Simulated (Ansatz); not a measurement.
Consider the following.

Sn (beta-Sn type, space group I4_1/amd)

```yaml
crystal:
  lattice:
    - [-2.91651, 2.91651, 1.57919]
    - [2.91651, -2.91651, 1.57919]
    - [2.91651, 2.91651, -1.57919]
  atoms:
    - { symbol: Sn, position: [0.75000, 0.25000, 0.50000] }
    - { symbol: Sn, position: [0.00000, 0.00000, 0.00000] }
```

In each cell atom 2 (Sn, nearest neighbour Sn at 3.022 Å; its periodic images, 3.2 Å or more away, move with it) moves by s·(0.000, -0.965, 0.261) (towards the nearest neighbour), the rest being held.

Level of theory: PBEsol (plane waves to 420 eV, PAW, scalar-relativistic; Ansatz, a program for electronic structure). k mesh 13×13×13 (Γ-centred), Fermi-Dirac smearing 0.05 eV. The energy includes the smearing's −TS. With partly filled bands, energies and forces of such displacements shift with the k mesh and the smearing. Sn was relaxed with its symmetry unable to fall. ΔE is measured from the undisplaced structure.

The scan covers s from -0.910 to 0.910 Å in 11 points.

Question: Is this a single well or a double well?

Answer: A single well with its minimum at or next to zero displacement.

Question: Is the energy the same for displacements of ±0.910 Å, and if not, which side lies higher?

Answer: Not even: the positive side lies higher at ±0.910 Å. With its periodic images moving along, the atom's site symmetry in this cell is -4m2.

Question: What is the energy change at s = 0.910 Å?

Answer: 4125 meV/cell.

Question: What force acts on the atom along the line at s = -0.910 Å?

Answer: 6.89 eV/Å.

Question: What is the force constant k = d²E/ds² of this move at s = 0?

Answer: 3.58 eV/Å².

(A displaced cell: forces are minus the slopes of the energy, force constants its curvatures, and phonons follow from these.)
